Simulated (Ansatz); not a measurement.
Relax this structure to zero stress and force, keeping its symmetry:

```cif
data_structure
_symmetry_space_group_name_H-M 'P 1'
_symmetry_Int_Tables_number 1
_cell_length_a 3.6870
_cell_length_b 3.6870
_cell_length_c 3.6870
_cell_angle_alpha 60.000
_cell_angle_beta 60.000
_cell_angle_gamma 60.000
_cell_volume 35.44
loop_
_atom_site_label
_atom_site_type_symbol
_atom_site_fract_x
_atom_site_fract_y
_atom_site_fract_z
_atom_site_occupancy
Cu1 Cu 0.25000 0.25000 0.25000 1
S1 S 0.00000 0.00000 0.00000 1
```

The calculation used DFT LDA, scalar-relativistic, plane waves, PAW (Ansatz).

Plane waves to 420 eV, a k mesh through Γ of 14×14×14 on the computed 2-atom cell and Gaussian smearing (0.10 eV); no spin polarisation.

Question: What does it relax to?

Answer: The volume drops by 1.43 Å³/atom to 16.29 Å³/atom, and the energy falls by 36.5 meV/atom. Final structure:
```
Cu S
1.0
     0.00000    2.53477    2.53477
     2.53477    0.00000    2.53477
     2.53477    2.53477    0.00000
Cu S
1 1
Direct
  0.25000 0.25000 0.25000
  0.00000 0.00000 0.00000
```

Course of the relaxation (steps run on the plane waves of an earlier cell, and the basis is chosen afresh near the end, so energy and pressure can step there; trial steps that raised the energy were taken back; energies are free energies):

```tsv
step	E − E_final (meV/atom)	P (GPa)	V (Å³/atom)
1	36.5	-7.52	17.72
2	8.4	-3.96	16.95
3	-0.2	0.78	16.17
4	-0.4	-0.06	16.29
5	-0.4	0.00	16.29
6	0.0	-0.01	16.29
```

Spin polarisation was left out, and a magnetic state may lie lower.

Cost: 1 run of about 0.79 core-minutes, on Arm Neoverse V1 (shared hosts).